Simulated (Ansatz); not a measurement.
Values for one crystal, relaxed and computed with plane-wave PAW PBEsol (Ansatz code); other levels are named.

```yaml
volume_per_atom: 12.96 Å³
electronic_character: metallic (no gap)
zone_centre_stability: unstable, softest mode 97i cm⁻¹
Formation energy from the elements (no fitted shifts): -1.85 eV/atom
Bulk modulus (Birch–Murnaghan fit): 174 GPa
Pressure derivative B′: 3.9
highest_zone_centre_frequency: 603 cm^-1
```

Q: Which compound is it?
(A) TaGeO3, P4mm (Ta on 1b, Ge on 1a, O on 2c, O on 1b)
(B) HfGe2, Cmcm (Hf on 4c, Ge on 4c, Ge on 4c)
(C) TaTe, CsCl type
(D) Cr3GeN, P-42_1m (Cr on 4e, Cr on 2b, Ge on 2c, N on 2a)

A: A, TaGeO3, P4mm (Ta on 1b, Ge on 1a, O on 2c, O on 1b)

The start of the workflow was typed in or built on a structure type; neither database checked (COD, Materials Project) lists it. Whether it is the stable phase at ambient conditions was not checked. Symmetry was held in the PBEsol relaxation. The run is not spin-polarised. With an odd number of electrons in the cell and no spin polarisation, the count alone makes it a metal. As this level gives no gap, phonon frequencies hold no LO–TO term and depend on the k-mesh and smearing (Fermi–Dirac, 0.1 eV here). The references are the lowest solids computed at this level, not always the standard phases (solids in place of the gases). Scalar-relativistic: spin–orbit coupling is off unless named, which matters more the heavier the elements.

Potentials: the later of the program's two PAW sets.
